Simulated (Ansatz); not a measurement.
# Run on Co (P-3m1) — spiral at q = 0

Level of theory: DFT, LDA, all-electron LAPW, scalar-relativistic in Ansatz.

Command: `ansatz run input.yaml --threads 2 --pin off --max-ram 5120MiB --backend cpu --events-out ev --progress --plain --runs-dir out`

```yaml
crystal:
  lattice:
    - [2.4873648738, 0.0, 0.0]
    - [-1.2436824369, 2.1541211692, 0.0]
    - [0.0, 0.0, 4.0632895034]
  atoms:
    - { symbol: Co, position: [0.6666666667, 0.3333333333, 0.259861], spin: 1.6, spin_axis: [1.0, 0.0, 0.0] }
    - { symbol: Co, position: [0.3333333333, 0.6666666667, 0.740139], spin: 1.6, spin_axis: [1.0, 0.0, 0.0] }
magnetization:
  noncollinear: true
  spin_spiral: { q: [0.0, 0.0, 0.0] }
kpoints:
  mp_grid: { grid: [18, 18, 7] }
scf:
  occupations: { method: fermi_dirac, width: 0.08 }
  lower_state_search: "off"
hamiltonian:
  xc: lda
  pseudopotentials: { kind: all_electron, lapw: { basis_error: 0.001 } }
output:
  eigenvalues: false
```

Log:

```
settings of this run that can trade accuracy for cost: output.eigenvalues: false. Do not mix this run's numbers with those of runs without the same settings; the input reference describes each key
LAPW: plane waves up to 9.283 Å⁻¹, error target 1.0e-3 eV per atom; small_component_spin mean_spin; Co in spheres of 1.211 Å, 17 of its electrons in bands, Dirac shells [] (how accurate: hamiltonian.pseudopotentials.lapw.basis_error, Limitations)
Engine: ansatz 0.2.0
Pseudopotentials: kind: all_electron
Pseudopotential: Co, LAPW, valence charge 17, lapw/all_electron/scalar/gaussian/Co, Koelling and Harmon's equation, gaussian nucleus
Functional definition: SPW92
  exchange = slater_x
  correlation = pw_c
Crystal: 2 atoms, lattice volume = 21.771 Å³
Basis set: ecut = 328.308299137222 eV, 313 PW (Γ), exchange–correlation at level 2
Bands: 42, of which v1, the nominal top of the filled ones, is band 34 counted from 1 (33 counted from 0)
Symmetry: 12 space group operations
k-points: 229 of 2268
Spin spiral: q = (0, 0, 0) of the reciprocal vectors; moments are told in the frame that turns with it, a site's in that at the site
Non-local potential: Co, projectors of the file, none
Initial density: superposition of atomic densities (chi_scale 0.1, normalization cell)
Starting moments: Σ|m| = 3.2 μB on 2 of 2 sites
Initial wavefunctions: plane waves of lowest kinetic energy (no species holds an atomic orbital)
Functional: x = slater, c = lda
iter 1 solved again at ethr=1.91e-4 eV; its pass at ethr=1.00e-1 eV (dr2=6.49e-2 eV) is discarded
SCF iter   1: F=—  HF=-75708.479081 eV  |F-HF|=—  |Δ(HF+E_count)|=         —  Δρ=1.37e-2  dr2=6.50e-2  dr2_m=7.01e-3  ethr=1.91e-4  |M|=3.06e0 ∫|m|=3.14e0 μB  β_m=1.00  ⟨swp⟩=2.8  Hψ=71954  notcnv=0
preconditioner: auto → none  [metal: Δε(μ)=0.001 eV  Ē_g=6.168 eV  σ=0.080 eV  W_gap=0.00  n_scr=8 (ndim 8)  ℏωp=33.8 eV  f_vac=0.000  D(μ)=2.07/eV (n_scr^D=22)]
SCF iter   2: F=—  HF=-75708.481203 eV  |F-HF|=—  |Δ(HF+E_count)|=   2.12e-3  Δρ=5.59e-3  dr2=7.59e-3  dr2_m=1.38e-3  ethr=1.91e-4  |M|=3.11e0 ∫|m|=3.28e0 μB  β_m=1.00  ⟨swp⟩=2.3  Hψ=29019  notcnv=0
SCF iter   3: F=—  HF=-75708.482041 eV  |F-HF|=—  |Δ(HF+E_count)|=   8.38e-4  Δρ=3.94e-3  dr2=2.48e-3  dr2_m=2.98e-4  ethr=2.23e-5  |M|=3.14e0 ∫|m|=3.35e0 μB  β_m=1.00  ⟨swp⟩=2.1  Hψ=28107  notcnv=0
SCF iter   4: F=—  HF=-75708.483205 eV  |F-HF|=—  |Δ(HF+E_count)|=         —  Δρ=1.94e-3  dr2=5.57e-4  dr2_m=3.47e-5  ethr=7.28e-6  |M|=3.15e0 ∫|m|=3.37e0 μB  β_m=1.00  ⟨swp⟩=2.0  Hψ=28063  notcnv=0
the basis was enlarged: its passes take 1.9 MiB over the memory plan, 2 of 2 planned eigensolver slots
iter 5 solved again at ethr=1.60e-8 eV; its pass at ethr=1.64e-6 eV (dr2=5.45e-6 eV) is discarded
SCF iter   5: F=—  HF=-75708.483218 eV  |F-HF|=—  |Δ(HF+E_count)|=   1.33e-5  Δρ=3.27e-4  dr2=5.46e-6  dr2_m=5.32e-6  ethr=1.60e-8  |M|=3.15e0 ∫|m|=3.38e0 μB  β_m=0.30  ⟨swp⟩=2.2  Hψ=48126  notcnv=0
Mixer restart at iter 5: flushing history
spin-set hold released at iteration 5 (site moments contracting): the magnetisation degrees of freedom join the quasi-Newton model from the next iteration; the mixer history was flushed
SCF iter   6: F=—  HF=-75708.483223 eV  |F-HF|=—  |Δ(HF+E_count)|=   4.70e-6  Δρ=2.62e-4  dr2=2.78e-6  dr2_m=3.43e-6  ethr=1.60e-8  |M|=3.16e0 ∫|m|=3.38e0 μB  β_m=0.59  ⟨swp⟩=2.0  Hψ=28063  notcnv=0
SCF iter   7: F=—  HF=-75708.483241 eV  |F-HF|=—  |Δ(HF+E_count)|=   1.87e-5  Δρ=1.02e-4  dr2=1.53e-6  dr2_m=4.76e-8  ethr=8.17e-9  |M|=3.16e0 ∫|m|=3.38e0 μB  β_m=0.47  ⟨swp⟩=3.0  Hψ=30558  notcnv=0
SCF iter   8: F=—  HF=-75708.483233 eV  |F-HF|=—  |Δ(HF+E_count)|=   7.83e-6  Δρ=3.82e-5  dr2=1.51e-7  dr2_m=4.81e-9  ethr=4.51e-9  |M|=3.16e0 ∫|m|=3.38e0 μB  β_m=0.56  ⟨swp⟩=3.0  Hψ=30336  notcnv=0
SCF iter   9: F=-75708.483233 eV  HF=-75708.483233 eV  |F-HF|=3.01e-9  |Δ(HF+E_count)|=   1.70e-7  Δρ=1.61e-5  dr2=2.96e-8  dr2_m=2.73e-10  ethr=4.45e-10  |M|=3.16e0 ∫|m|=3.38e0 μB  ⟨swp⟩=2.0  Hψ=28065  notcnv=0
SCF 1 converged in 9 iterations: F = -75708.483233 eV  dr2 = 2.96e-8
SCF converged after 9 iterations
Magnetization: |M| = 3.1571 μB,  M = (+3.1571, -0.0000, +0.0000) μB
Absolute magnetization: 3.3805 μB (∫|m|)
  site 0: m = (+1.6228, -0.0000, +0.0000) μB, |m| = 1.6228 μB  (R = 1.21 Å)
  site 1: m = (+1.6228, -0.0000, +0.0000) μB, |m| = 1.6228 μB  (R = 1.21 Å)
Free energy (F): -75708.483233 eV
Harris-Foulkes:  -75708.483233 eV  (|F-HF|=3.01e-9)
Internal energy: -75708.445377 eV  (E = F + TS)
E sigma→0 (E₀):  -75708.464305 eV
Entropy (-TS):   -0.037857 eV (-18.928 meV/atom)
Fermi energy:    18.556749 eV
--- Per-component energies (eV) ---
  E_band       = -483.166043
  E_kinetic    = 76794.147041
  E_xc         = -3119.916010
  E_electrostatic = -149382.676407  (all electrons and nuclei)
  E_smearing   = -0.037857  (= −TS)
  E_closure    = 0.000000  (closes the sum)
  E_atoms      = -75689.688605  (free atoms, spherical and without spin; not in F)
  Σ components = -75708.483233   (vs F -75708.483233, Δ=0.00e0)
  Basis errors (estimates in eV, not in F): energy 2.5e-4 per atom: plane waves 2.2e-4 (1.2e-4 summed), levels above the bands 4.4e-36, relativity 4.9e-9, radial functions 3.2e-5, core shells 1.9e-9; eigenvalues (radial functions only) 4.2e-7; not estimated: angular momenta, meshes, grids; target (lapw.basis_error) 1.0e-3; muffin-tin radii Co 1.211 Å
settings of this run that can trade accuracy for cost: output.eigenvalues: false. Do not mix this run's numbers with those of runs without the same settings; the input reference describes each key
```

Site moments (μB): Co1 1.62, Co2 1.62. Cell moment 3.16 μB in the turning frame.

The Ansatz runs typed with the search for lower states off end where their start leads. None of this fixes the real material's magnetic order: only patterns that fit the cell were computed, at zero temperature, with a functional that can overstate moments.

It took 2 min on 2 threads of Intel(R) Xeon(R) 6975P-C (Granite Rapids), with other jobs on the host, peak memory 1.3 GiB.
